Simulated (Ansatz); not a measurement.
**HfOs: computed DOS**

```cif
data_structure
_symmetry_space_group_name_H-M 'Pm-3m'
_symmetry_Int_Tables_number 221
_cell_length_a 3.2390
_cell_length_b 3.2390
_cell_length_c 3.2390
_cell_angle_alpha 90.000
_cell_angle_beta 90.000
_cell_angle_gamma 90.000
_cell_volume 33.98
loop_
_atom_site_label
_atom_site_type_symbol
_atom_site_symmetry_multiplicity
_atom_site_Wyckoff_symbol
_atom_site_fract_x
_atom_site_fract_y
_atom_site_fract_z
_atom_site_occupancy
Hf1 Hf 1 a 0.00000 0.00000 0.00000 1
Os1 Os 1 b 0.50000 0.50000 0.50000 1
```

The runs use the primitive cell with vectors (3.239, 0.000, 0.000), (0.000, 3.239, 0.000), (0.000, 0.000, 3.239) Å, to which the k mesh refers.

The geometry is COD entry 1523505, unchecked; take it as a test cell.

Spin–orbit coupling is left out, though it moves levels of the heavy atoms by tenths of an eV or more.

Theory: Ansatz 0.2.0, DFT, PBEsol, all-electron LAPW, scalar-relativistic.

Numerical set-up: a Γ-centred 10×10×10 k mesh, Fermi–Dirac smearing of 0.05 eV, basis error target 1 meV/atom, no spin polarisation.

Question: Which of the resolved shells contributes most within 0.3 eV of the Fermi level?

Answer: Hf 5d, with 50 % of all states there; Os 5d follows with 28 %.

Question: Where is the centre of the filled Os 5d states between -14 eV and the top of the filled states?

Answer: -3.02 eV from the Fermi level.

Question: Tabulate the density of states.

Answer: States per eV and cell, averaged over 0.4 eV, from -9.0 to 5.6 eV, with energies (bin centres) from the Fermi level; empty bins are left out. The partial columns, the largest 3 alone, are projections on Löwdin-orthogonalised atomic shells (those that the program's projection atoms carry: the occupied ones and, for some elements, an empty d or f shell; other empty shells have no column), summed over atoms of an element. Weights on diffuse s and p shells depend on that basis and aren't pure angular character.
```tsv
E (eV)	total	Os 5d	Hf 5d	Os 6s
-8.9	0.03	0.00	0.00	0.01
-8.5	0.08	0.00	0.00	0.03
-8.1	0.13	0.00	0.00	0.05
-7.7	0.16	0.00	0.01	0.07
-7.3	0.21	0.01	0.01	0.08
-6.9	0.26	0.01	0.02	0.11
-6.5	0.34	0.03	0.04	0.13
-6.1	0.48	0.07	0.08	0.17
-5.7	1.18	0.30	0.36	0.31
-5.3	1.41	0.53	0.41	0.28
-4.9	1.67	0.84	0.53	0.12
-4.5	2.69	1.49	0.81	0.09
-4.1	1.84	1.04	0.58	0.08
-3.7	1.10	0.77	0.26	0.03
-3.3	3.72	2.75	0.86	0.04
-2.9	2.58	1.80	0.69	0.03
-2.5	2.76	1.97	0.60	0.09
-2.1	3.92	2.77	0.78	0.15
-1.7	2.61	1.56	0.73	0.06
-1.3	1.87	1.21	0.41	0.05
-0.9	0.53	0.22	0.15	0.03
-0.5	0.28	0.09	0.09	0.01
-0.1	0.28	0.08	0.14	0.01
0.3	0.33	0.10	0.18	0.01
0.7	1.91	1.15	0.56	0.08
1.1	2.46	1.17	1.00	0.09
1.5	2.29	0.81	1.25	0.05
1.9	3.05	0.87	1.86	0.09
2.3	2.30	0.57	1.45	0.12
2.7	1.84	0.41	1.27	0.05
3.1	1.25	0.22	0.92	0.03
3.5	0.85	0.15	0.61	0.02
3.9	0.69	0.12	0.49	0.02
4.3	0.84	0.14	0.61	0.02
4.7	1.38	0.21	1.02	0.04
5.1	1.93	0.30	1.41	0.05
5.5	1.70	0.26	1.23	0.05
```
